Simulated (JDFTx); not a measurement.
Al(111) slab cut from bulk Al (space group Fm-3m, indices of the conventional cell, lattice of the Materials Project entry mp-134, not re-optimised): 6 atoms in 6 planes, a 1x1 cell of 7.06 Å² (|a| = 2.856, |b| = 2.856 Å), 11.7 Å between the outermost planes, cell height 27.7 Å, 8×8×1 k mesh, Fermi smearing 0.01 Ha, no spin polarisation.

All numbers are PBE, GBRV ultrasoft potentials, plane waves to 20/100 Ha results from a modified build of JDFTx, not measurements. Liquid: linear PCM (GLSSA13), water, 0.5 M KCl; nuclei fixed. Potentials are counted from the potential of zero charge; σ repeats to about 1 %.

| U − U_pzc (V) | σ (μC/cm², per face) |
|---|---|
| -0.56 | -8.00 |
| -0.29 | -4.30 |
| 0.16 | 2.44 |
| 0.31 | 4.96 |
| 0.51 | withheld |
| 0.71 | 12.45 |

Fit σ = C₀x + bx² (x = U − U_pzc) to the other rows by least squares, predict the withheld value, and compare with the run.

The fit gives C₀ (μF/cm²) = 15.6, b (μF/cm²/V) = 2.56, with a root-mean-square miss of 0.09 μC/cm² on its own rows. It predicts 8.6 μC/cm²; the run gives 8.5 μC/cm², a miss of 0.1 μC/cm².
